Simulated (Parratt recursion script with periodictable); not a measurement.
**How fast does roughness lower the EUV peak of a Si/Mo multilayer on Si?**

| layer, from the top | thickness (Å) | density (g/cm³) | rms roughness of its top face (Å) | δ at 13.5 nm | β at 13.5 nm |
|---|---|---|---|---|---|
| Si (in each period) | 44.5 | 2.313 | varied | 9.927 × 10⁻⁴ | 0.001813 |
| Mo (in each period) | 36.4 | 10.026 | varied | 0.07476 | 0.006314 |
| Si (substrate) | – | 2.313 | 5 | 9.927 × 10⁻⁴ | 0.001813 |

The refractive index is n = 1 − δ + iβ; the runs take δ and β at each wavelength of the scan. Vacuum lies above.

Densities are inputs, not measurements. They were set from computed cells of the Materials Project: Si from entry mp-149 (Fd-3m, 2.313 g/cm³); Mo from entry mp-129 (Im-3m, 10.026 g/cm³). A layer's crystal structure does not enter its constants, only its composition and density.

Calculation: EUV and soft X-ray reflectivity, Parratt recursion, Névot-Croce roughness, Henke tables; Parratt recursion script with periodictable 1.7.1.

Light falls at α = 30° from the surface normal. It is s-polarised. The wavelength is scanned from 12.42 to 14.58 nm in 161 evenly spaced points, without smoothing. The peak is the highest scan point; its wavelength and height come from a parabola through R at that point and its two neighbours.

The pair is repeated 40 times. The runs differ only in σ, the roughness on top of both layers of each period; the substrate's stays as listed.

| σ (Å) | peak λ (nm) | peak R (%) |
|---|---|---|
| 0 | 13.534 | 73.1 |
| 3 | 13.527 | 72.4 |
| 5 | 13.507 | 71.1 |
| 6 | 13.499 | 70.2 |
| 9 | 13.474 | ? |

**Question.** Estimate the peak reflectivity at σ = 9 Å from a line of ln R against σ², and compare with the factor exp[−(2πσ/D)²] for one weak reflection.

**Answer.** With R₀ = 73.1 % of the first row, ln(R/R₀) is 0.0000 at σ² = 0, −0.0096 at σ² = 9, −0.0277 at σ² = 25, −0.0405 at σ² = 36 Å². A least-squares line has slope −0.00113 Å⁻² and intercept 0.0003, which gives 66.7 % at σ² = 81 Å². For D = 80.9 Å, (2π/D)² = 0.00603 Å⁻², and that slope from the first row gives 44.9 %.

The run gave 66.4 %, so the line misses by 0.3 points. The fitted slope is 0.19 of (2π/D)² in size.
